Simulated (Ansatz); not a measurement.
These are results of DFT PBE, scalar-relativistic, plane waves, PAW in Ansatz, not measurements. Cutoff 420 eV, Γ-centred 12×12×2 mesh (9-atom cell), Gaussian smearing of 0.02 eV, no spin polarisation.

Energies over the elements count from the elements' standard structures at the same level, with no fitted energy shifts. The references include grey tin.

Q: Give a relaxed trial structure of a trigonal semiconductor with formula HfSn2S6, with a gap near 1.2 eV, a formation energy near −0.78 eV/atom and about 27 Å³ per atom, in a cell of 9 atoms. Its symmetry should be P-3m1 (No. 164).

A: HfSn2S6, space group P-3m1 (No. 164). Around Hf lie 6 S at 2.56 Å; Sn is surrounded by 6 S at 2.59 Å; S on its first site is surrounded by 3 Sn at 2.59 Å; around S on its second site lie 3 Sn at 2.59 Å; 1 more site not described.

```yaml
crystal:
  lattice:
    - [3.68433, 0.00000, 0.00000]
    - [-1.84217, 3.19073, 0.00000]
    - [0.00000, 0.00000, 20.41662]
  atoms:
    - { symbol: Hf, position: [0.00000, 0.00000, 0.50000] }
    - { symbol: Sn, position: [0.00000, 0.00000, 0.83183] }
    - { symbol: Sn, position: [0.00000, 0.00000, 0.16817] }
    - { symbol: S, position: [0.33333, 0.66667, 0.90456] }
    - { symbol: S, position: [0.33333, 0.66667, 0.24091] }
    - { symbol: S, position: [0.33333, 0.66667, 0.57010] }
    - { symbol: S, position: [0.66667, 0.33333, 0.09544] }
    - { symbol: S, position: [0.66667, 0.33333, 0.42990] }
    - { symbol: S, position: [0.66667, 0.33333, 0.75909] }
```

* Volume per atom: 26.7 Å³
* Density: 4.2 g/cm³
* Formation energy: −0.781 eV/atom
* Gap on the 12×12×2 mesh of the 9-atom cell: 1.20 eV

The structure comes from a generated guess, relaxed at this level; another structure or a mixture of phases may lie lower. Other answers may fit too; this one was computed.

Weakly bound directions are ill-defined at this level, which has no dispersion term. Spin–orbit coupling, which can matter for Hf, is left out. Kohn–Sham gaps at this level usually fall short of measured ones. The reference form of S is held partly by dispersion forces, which this level lacks. A structure relaxed within its symmetry needn't be a true minimum.
